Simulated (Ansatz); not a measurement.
AlPd:
Space group Cmcm (No. 63); a = 2.7947 Å, b = 10.0343 Å, c = 4.2147 Å, α = β = γ = 90.00°

```json
[
 {"atom": "Al", "site": "4c", "symmetry": "m2m", "x": "0.0000", "y": "0.3449", "z": "0.2500"},
 {"atom": "Pd", "site": "4c", "symmetry": "m2m", "x": "0.0000", "y": "0.0895", "z": "0.2500"}
]
```
(The calculation used a cell of 4 atoms; values per cell refer to that cell.)

This is the r²SCAN-relaxed structure.

**Question.** All from the program Ansatz at the r²SCAN level (PAW), unless another level is named. Estimate the formation energy from the elements (no fitted shifts).

**Answer.** -0.73 eV/atom.

**Question.** Give the density of states at the Fermi level.

**Answer.** 0.34 states/eV per atom (mean over ±0.08 eV).

The start of the workflow was typed in or built on a structure type; neither database checked (COD, Materials Project) lists it. Whether it is the stable phase at ambient conditions was not checked. Symmetry was held in the r²SCAN relaxation; whether a distortion lowers the energy is not shown. The run is not spin-polarised. Axis ratios of metals converge slowly with the k-mesh, so a and c are less sure than the volume. The references are the lowest solids computed at this level, not always the standard phases. Scalar-relativistic: spin–orbit coupling is off unless named, which matters more the heavier the elements.

Potentials: the later of the program's two PAW sets.
